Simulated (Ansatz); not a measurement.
**Question.** Name crystals whose computed values (LDA in the plane-wave PAW code Ansatz) fall in these windows: gap (eV) 4.9 to 6.4; ε∞ 2.1 to 2.5; highest Γ mode, no LO–TO term (cm⁻¹) 1100 to 1400.

**Answer.** 

| crystal | gap (eV) | ε∞ | highest Γ mode, no LO–TO term (cm⁻¹) |
|---|---|---|---|
| SiO2, P4_12_12 (Si on 4a, O on 8b) | 5.55 | 2.32 | 1190 |
| SiO2, Ama2 (Si on 8c, O on 4a, O on 8c, O on 4b) | 5.63 | 2.23 | 1206 |
Others may fit too.

Not the usual ambient phase: SiO2, Ama2 (Si on 8c, O on 4a, O on 8c, O on 4b). All cells were relaxed under the symmetry of their starts (and spin orders); stability against distortions was not tested throughout.

Potentials: the later of the program's two PAW sets.
